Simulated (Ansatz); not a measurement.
## Convergence test, Ga$_{3}$Se

Computed with Ansatz, DFT PBE, scalar-relativistic, plane waves, PAW.

```yaml
crystal:
  lattice:
    - [4.49216, 0.03322, 0.01708]
    - [0.03322, 4.44733, -0.02159]
    - [0.01708, -0.02159, 4.38764]
  atoms:
    - { symbol: Ga, position: [0.98269, 0.50362, 0.49803] }
    - { symbol: Ga, position: [0.50700, 0.00168, 0.50538] }
    - { symbol: Ga, position: [0.50183, 0.50982, 0.99390] }
    - { symbol: Se, position: [0.01641, 0.01057, 0.00900] }
```

```
Γ-centred k-mesh               : 6×6×6
occupation rule                : Gaussian smearing, 0.1 eV
spin treatment                 : unpolarised
valence charge of the PAW sets : Ga 13, Se 16
```

The atoms stay fixed while the plane-wave cutoff is varied. ΔE is the energy extrapolated to zero smearing, less that of the reference run (600 eV). The cell was strained and its atoms displaced at random, so that forces don't vanish. Pressure is positive in compression and holds a correction for the finite cutoff (Pulay stress).

Times are rough; the reference took 52 s on 1 thread of Intel(R) Xeon(R) Platinum 8259CL CPU @ 2.50GHz (Skylake/Cascade Lake), on a shared host, peak memory 0.67 GiB.

```
cutoff (eV)  ΔE (meV/atom) P (GPa) largest change of a force component (eV/Å) plane waves at Γ  wall time (s)
        200              ?        ?                                           ?                 ?              ?
        250           1015     0.13                                       0.027               765             14
        300           87.8    -0.81                                       0.012              1025             20
        350           4.73    -0.72                                       0.001              1321             25
        420              ?        ?                                           ?                 ?              ?
        600           0.00    -0.76                                       0.000              2935             52
```

Fill in the withheld rows.

The withheld rows:

```tsv
cutoff (eV)	ΔE (meV/atom)	P (GPa)	largest change of a force component (eV/Å)	plane waves at Γ	wall time (s)
200	6818	2.35	0.287	565	15
420	1.07	-0.76	0.000	1741	25
```